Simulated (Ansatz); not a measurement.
GeW3: computed properties

Level of theory: Ansatz, DFT PBE, scalar-relativistic, plane waves, PAW.

Cutoff 420 eV; k points 12×12×12 on the computed 4-atom cell (Γ-centred); Gaussian smearing, width 0.10 eV; no spin polarisation.

The structure is relaxed at this level of theory with its symmetry kept, and needn't be the ground state of this composition.

```xyz
4
Lattice="0.0000 3.1601 3.1601 3.1601 0.0000 3.1601 3.1601 3.1601 0.0000" Properties=species:S:1:pos:R:3 pbc="T T T"
Ge    3.1601    3.1601    3.1601
W     1.5800    1.5800    1.5800
W     0.0000    0.0000    0.0000
W     4.7401    4.7401    4.7401
```

```json
{
 "Space group": "Fm-3m (No. 225)",
 "Volume per atom": "15.78 Å³",
 "Formation energy from the elements' standard states (uncorrected)": "+0.383 eV/atom",
 "Kohn–Sham band gap": "none (metal)",
 "Density of states at the Fermi level": "2.5 states/eV per cell",
 "Orbital (Löwdin) character within 0.5 eV of the Fermi level": "W 5d 85 %",
 "Bader charge by site (e)": "Ge (1 in the cell) -0.18, W (2 in the cell) 0.07, W (1 in the cell) 0.04"
}
```

Spin-orbit coupling is left out, which matters for the bands of heavy elements.

Another cell of GeW3 relaxed alike, in P6_3/mmc, lies 93 meV/atom lower, so this cell isn't the stable form at this level.

The cell was found from a structure generator's guess, not taken from experiment. Löwdin shares on free-atom orbitals overweight diffuse shells.
